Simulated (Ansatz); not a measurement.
This cell of PtSb2 (space group Pa-3) is off equilibrium:

```
CELL_PARAMETERS angstrom
      6.55329     0.00000     0.00000
      0.00000     6.55329     0.00000
      0.00000     0.00000     6.55329
ATOMIC_POSITIONS crystal
  Sb 0.36992 0.12030 0.86890
  Sb 0.63008 0.87970 0.13110
  Sb 0.13008 0.87970 0.36890
  Sb 0.86992 0.12030 0.63110
  Sb 0.87988 0.37009 0.11911
  Sb 0.12012 0.62991 0.88089
  Sb 0.62012 0.62991 0.61911
  Sb 0.37988 0.37009 0.38089
  Pt 0.00000 0.50000 0.50000
  Pt 0.50000 0.50000 0.00000
  Pt 0.50000 0.00000 0.50000
  Pt 0.00000 0.00000 0.00000
```

The numbers are results of PBE (plane waves to 420 eV, PAW, scalar-relativistic; Ansatz, an electronic-structure program), not measurements. k mesh 6×6×6 (Γ-centred), Fermi-Dirac smearing 0.05 eV. Compression counts positive. With partly filled bands, energies and forces of such displacements shift with the k mesh and the smearing. At this level the bands of PtSb2 touch or barely overlap; measurements give the solid a gap. PtSb2 is run without spin polarisation. PtSb2 was relaxed with its symmetry unable to fall. Spin-orbit coupling is left out, though Pt and Sb are heavy.

Problem. What forces act on the atoms (eV/Å, Cartesian)?

Solution. 
```
atom      Fx      Fy      Fz
----  ------  ------  ------
Sb1    0.411   0.398   0.506
Sb2   -0.411  -0.398  -0.506
Sb3   -0.411  -0.398   0.506
Sb4    0.411   0.398  -0.506
Sb5   -0.439   0.426   0.517
Sb6    0.439  -0.426  -0.517
Sb7    0.439  -0.426   0.517
Sb8   -0.439   0.426  -0.517
Pt9    0.000   0.000   0.000
Pt10   0.000   0.000   0.000
Pt11   0.000   0.000   0.000
Pt12   0.000   0.000   0.000
```

Problem. What is the stress tensor (GPa)?

Solution. 
```
    0.2      0.1      0.0
    0.1      0.5      0.0
    0.0      0.0      0.2
```
The pressure, a third of the trace, is 0.3 GPa.

(For displaced atoms, the force is minus the slope of the energy, and its curvature is a force constant, which sets phonon frequencies.)
